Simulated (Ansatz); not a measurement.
**LiNbO₂: do energies and stresses tell the same story?**

Method: DFT r2SCAN, scalar-relativistic, plane waves, PAW in Ansatz.

Settings: cutoff 500 eV, Γ-centred mesh 12×12×4 on the computed 8-atom cell, Gaussian smearing of 0.02 eV; no spin polarisation.

Relaxed cell: P6_3/mmc, a = 2.903 Å, b = 2.903 Å, c = 10.435 Å, α = 90.00°, β = 90.00°, γ = 120.00°, 8 atoms in the primitive cell. Whether it is the stable form of this composition wasn't checked.

Energies at zero smearing and pressures from the stress tensor, at volumes with shape and atoms relaxed:
```
V (Å³/atom) E − E(first) (meV/atom) P (GPa)
      8.380                     0.00    27.05
      8.665                   -40.36    18.46
      8.951                   -66.65    11.24
      9.237                   -81.10     5.14
      9.522                   -85.56    -0.02
      9.808                   -81.55    -4.37
     10.094                   -70.38    -8.07
     10.475                   -46.19   -12.14
```

**Question.** Check P = −dE/dV between neighbouring volumes, and get the bulk modulus from the pressures alone.

**Answer.** With 1 eV/Å³ = 160.2 GPa:
```
middle V (Å³/atom)  −ΔE/ΔV (GPa) mean P (GPa)
             8.523        22.634        22.756
             8.808        14.748        14.851
             9.094         8.105         8.191
             9.380         2.496         2.563
             9.665        -2.247        -2.193
             9.951        -6.265        -6.218
            10.284       -10.174       -10.104
```

The two differ by 0.12 GPa at most. The mean of two end pressures misses the average over a step by about ΔV² P″/12, up to 0.12 GPa here; with that taken off 0.01 GPa remains. Around V = 9.522 Å³/atom, the two neighbours give B = −V ΔP/ΔV = 9.522 × 9.51 / 0.571 = 158.5 GPa, against B0 = 157.9 GPa from the Birch–Murnaghan fit of the energies.